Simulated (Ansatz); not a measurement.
Tl2Pt in space group I4/mcm (No. 140; Pt on 4a, Tl on 8h), PBE (plane waves, PAW; program Ansatz), all energies at zero smearing, with the estimated change up to a 700 eV cutoff added, with one set of potentials and settings (totals compare only within such a set). Cell of 6 atoms (2 Pt, 4 Tl): -70822.973 eV.

```
element                reference phase  E (eV/atom)
-------  -----------------------------  -----------
Pt          Fm-3m, 1 atoms in the cell  -12523.0127
Tl       P6_3/mmc, 2 atoms in the cell  -11444.1498
```

Formation energy per atom, worked out: (-70822.973 − 2×(-12523.0127) − 4×(-11444.1498))/6 = -0.058 eV/atom (-6 kJ per mol of atoms), at 0 K, without zero-point energy or fitted corrections.

The workflow started from an entry of the Crystallography Open Database (COD). Whether it is the stable phase at ambient conditions was not checked. The PBE relaxation kept the symmetry of its start; whether a distortion lowers the energy is not shown. The run is not spin-polarised. The references are the lowest solids computed at this level, not always the standard phases. Scalar-relativistic: spin–orbit coupling is off unless named, which matters more the heavier the elements.

Potentials: the later of the program's two PAW sets.
